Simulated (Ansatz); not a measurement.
Sheets of one type (MA2Z4 (prismatic core, outer Z over the empty site)-type), the program Ansatz at the PBE level (PAW); HSE06 gaps on those cells.

| layer | a (Å) | thickness (Å) |
|---|---|---|
| VP4Si2 | 3.488 | 9.25 |
| VAs4Si2 | 3.642 | 9.81 |
| VGe2N4 | 3.005 | 7.31 |
| MoN4Si2 | 2.910 | 7.00 |
| TaN4Si2 | 2.967 | 7.00 |
| VN4Si2 | [?] | [?] |

Some entries are withheld; supply them.


- VN4Si2, a (Å): 2.884
- VN4Si2, thickness (Å): 6.88

Spin orders computed, not proven ground states: VP4Si2, MA2Z4 (prismatic core, outer Z over the empty site)-type layer ferromagnetic; VAs4Si2, MA2Z4 (prismatic core, outer Z over the empty site)-type layer ferromagnetic; VGe2N4, MA2Z4 (prismatic core, outer Z over the empty site)-type layer ferromagnetic; VN4Si2, MA2Z4 (prismatic core, outer Z over the empty site)-type layer ferromagnetic. Began spin-polarised and lost the moments: TaN4Si2, MA2Z4 (prismatic core, outer Z over the empty site)-type layer. All cells were relaxed under the symmetry of their starts (and spin orders); stability against distortions was not tested throughout. Rows with no word on spin ran without spin polarisation. Spin–orbit coupling is left out wherever it is not named. Constructed layers (a layer type filled with these elements): VP4Si2, MA2Z4 (prismatic core, outer Z over the empty site)-type layer; VAs4Si2, MA2Z4 (prismatic core, outer Z over the empty site)-type layer; VGe2N4, MA2Z4 (prismatic core, outer Z over the empty site)-type layer; TaN4Si2, MA2Z4 (prismatic core, outer Z over the empty site)-type layer; VN4Si2, MA2Z4 (prismatic core, outer Z over the empty site)-type layer.

Potentials: the later of the program's two PAW sets.
